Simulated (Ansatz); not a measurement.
## Does relaxation matter for the field gradients of ZrC with vanadium replacing Zr?

Start: a supercell of ZrC (rock salt type, Fm-3m) built from a COD entry (the entry's cell lengths or inner coordinates differ somewhat from later room-temperature determinations), with all atoms left at the host's positions.

```cif
data_structure
_symmetry_space_group_name_H-M 'P 1'
_symmetry_Int_Tables_number 1
_cell_length_a 10.0338
_cell_length_b 10.0338
_cell_length_c 10.0338
_cell_angle_alpha 60.000
_cell_angle_beta 60.000
_cell_angle_gamma 60.000
_cell_volume 714.31
loop_
_atom_site_label
_atom_site_type_symbol
_atom_site_fract_x
_atom_site_fract_y
_atom_site_fract_z
_atom_site_occupancy
V1 V 0.16667 0.16667 0.16667 1
Zr2 Zr 0.16667 0.16667 0.50000 1
Zr3 Zr 0.16667 0.16667 0.83333 1
Zr4 Zr 0.16667 0.50000 0.16667 1
Zr5 Zr 0.16667 0.50000 0.50000 1
Zr6 Zr 0.16667 0.50000 0.83333 1
Zr7 Zr 0.16667 0.83333 0.16667 1
Zr8 Zr 0.16667 0.83333 0.50000 1
Zr9 Zr 0.16667 0.83333 0.83333 1
Zr10 Zr 0.50000 0.16667 0.16667 1
Zr11 Zr 0.50000 0.16667 0.50000 1
Zr12 Zr 0.50000 0.16667 0.83333 1
Zr13 Zr 0.50000 0.50000 0.16667 1
Zr14 Zr 0.50000 0.50000 0.50000 1
Zr15 Zr 0.50000 0.50000 0.83333 1
Zr16 Zr 0.50000 0.83333 0.16667 1
Zr17 Zr 0.50000 0.83333 0.50000 1
Zr18 Zr 0.50000 0.83333 0.83333 1
Zr19 Zr 0.83333 0.16667 0.16667 1
Zr20 Zr 0.83333 0.16667 0.50000 1
Zr21 Zr 0.83333 0.16667 0.83333 1
Zr22 Zr 0.83333 0.50000 0.16667 1
Zr23 Zr 0.83333 0.50000 0.50000 1
Zr24 Zr 0.83333 0.50000 0.83333 1
Zr25 Zr 0.83333 0.83333 0.16667 1
Zr26 Zr 0.83333 0.83333 0.50000 1
Zr27 Zr 0.83333 0.83333 0.83333 1
C28 C 0.00000 0.00000 0.00000 1
C29 C 0.00000 0.00000 0.33333 1
C30 C 0.00000 0.00000 0.66667 1
C31 C 0.00000 0.33333 0.00000 1
C32 C 0.00000 0.33333 0.33333 1
C33 C 0.00000 0.33333 0.66667 1
C34 C 0.00000 0.66667 0.00000 1
C35 C 0.00000 0.66667 0.33333 1
C36 C 0.00000 0.66667 0.66667 1
C37 C 0.33333 0.00000 0.00000 1
C38 C 0.33333 0.00000 0.33333 1
C39 C 0.33333 0.00000 0.66667 1
C40 C 0.33333 0.33333 0.00000 1
C41 C 0.33333 0.33333 0.33333 1
C42 C 0.33333 0.33333 0.66667 1
C43 C 0.33333 0.66667 0.00000 1
C44 C 0.33333 0.66667 0.33333 1
C45 C 0.33333 0.66667 0.66667 1
C46 C 0.66667 0.00000 0.00000 1
C47 C 0.66667 0.00000 0.33333 1
C48 C 0.66667 0.00000 0.66667 1
C49 C 0.66667 0.33333 0.00000 1
C50 C 0.66667 0.33333 0.33333 1
C51 C 0.66667 0.33333 0.66667 1
C52 C 0.66667 0.66667 0.00000 1
C53 C 0.66667 0.66667 0.33333 1
C54 C 0.66667 0.66667 0.66667 1
```

Atoms are numbered from 1 in the order listed; like atoms form one site, named after its first atom.

Computed with Ansatz: DFT, PBE, plane waves and PAW, scalar-relativistic, 420 eV cutoff, Γ-centred 3×3×3 k-points, Fermi–Dirac smearing 0.01 eV, cell charge +1.

The largest force at the start is 0.88 eV/Å. Relaxing the ions at fixed cell moves them by 0.090 Å at most (atom 31, C) and 0.032 Å rms.

```csv
site,atom,moved (Å),first shell before,first shell after,V_zz before (10²¹ V/m²),η before
V,1,0.000,6 C at 2.36–2.37 Å,6 C at 2.28 Å,0.00,–
Zr2,2,0.020,6 C at 2.36–2.37 Å,6 C at 2.35–2.38 Å,1.39,0.04
Zr5,5,0.001,6 C at 2.36–2.37 Å,6 C at 2.36–2.37 Å,0.020,0.00
Zr15,15,0.005,6 C at 2.36–2.37 Å,6 C at 2.36–2.45 Å,1.10,0.00
C28,28,0.013,6 Zr at 2.37 Å,6 Zr at 2.36–2.37 Å,-0.026,0.00
C29,29,0.090,"5 Zr at 2.36–2.37 Å, 1 V at 2.37 Å","1 V at 2.28 Å, 5 Zr at 2.35–2.45 Å",0.67,0.00
C33,33,0.002,6 Zr at 2.36–2.37 Å,6 Zr at 2.36–2.38 Å,0.063,0.22
```

Problem. What are V_zz and η after the relaxation?

Solution. 

```tsv
site	atom	V_zz after	η after	change of V_zz
V	1	0.00	–	0.00
Zr2	2	1.51	0.77	+0.12
Zr5	5	0.039	0.00	+0.02
Zr15	15	3.06	0.00	+1.96
C28	28	-0.020	0.00	+0.01
C29	29	0.73	0.00	+0.06
C33	33	0.11	0.58	+0.05
```

The largest change of V_zz is on Zr15, from 1.10 to 3.06. Where |V_zz| stays above 0.1, η moves most on Zr2, from 0.04 to 0.77. Other sites without a gradient aren't listed.

The run isn't spin-polarised, and a state with spin may lie lower. The defect repeats with the cell of 54 atoms, so it feels its images: sites between two images don't show the values beside a lone defect, and zeros or small values of η there can come from the images' arrangement. A uniform background compensates the cell's charge. The defect cell has no gap above 0.1 eV on its mesh, so the values can hang on the smearing and the k-mesh. Without spin–orbit coupling (the program notes it for Zr) the gradients can shift somewhat, as the gap is small.
Before: The neighbours have not yet relaxed around the defect (largest force 0.88 eV/Å), so a real crystal will differ.
After: The relaxation keeps the site symmetry m-3m of the start, so the impurity can't leave its site; a distortion that would localise the partly filled state isn't explored.
